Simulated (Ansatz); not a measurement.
**B₃Ru₂: reading a single point**

```yaml
crystal:
  lattice:
    - [2.93838, 0.00000, 0.00000]
    - [-1.46919, 2.54471, 0.00000]
    - [0.00000, 0.00000, 12.95928]
  atoms:
    - { symbol: Ru, position: [0.33330, 0.66670, 0.13985] }
    - { symbol: Ru, position: [0.66660, 0.33330, 0.63985] }
    - { symbol: Ru, position: [0.33330, 0.66670, 0.36015] }
    - { symbol: Ru, position: [0.66670, 0.33340, 0.86015] }
    - { symbol: B, position: [0.33330, 0.66670, 0.97220] }
    - { symbol: B, position: [0.66660, 0.33330, 0.47220] }
    - { symbol: B, position: [0.33330, 0.66670, 0.52780] }
    - { symbol: B, position: [0.66670, 0.33340, 0.02780] }
    - { symbol: B, position: [0.33330, 0.66670, 0.75000] }
    - { symbol: B, position: [0.66660, 0.33330, 0.25000] }
```

Single point in Ansatz 0.2.0 with r2SCAN, no spin polarisation. Cutoff 500 eV, PAW datasets, 10×10×2 Γ-centred k mesh, gaussian filling (width 0.0589 eV).

- Stress: The pressure is -10.7 GPa (compression positive), so with the atoms held at these fractions the cell would first shrink. The principal stresses -13.5, -9.3, -9.3 GPa differ, so its shape would change too.
- Charges: Bader charges in e: B -0.07, Ru +0.11. In the mean Ru gives up most and B takes most.
- Formation energy: -0.34 eV an atom against the elements' usual phases (free molecules for gases, crystals otherwise, with no correction for O₂ or N₂), so it is bound against them; other compounds may still compete. Relaxing would lower it.
- Electronic structure: It is a metal, with about 2.2 states/eV a cell as the mean within 0.25 eV of the Fermi level, mostly Ru d (83 %) and B p (14 %).
- Forces: The largest is on B7 (and as large on other atoms): 0.68 eV/Å, components (0.00, 0.00, 0.68). It makes 113° with the line to a nearest neighbour, B6 at 1.84 Å.

Origin: a database entry at a rescaled volume. Caveats: atoms or cell far from equilibrium.
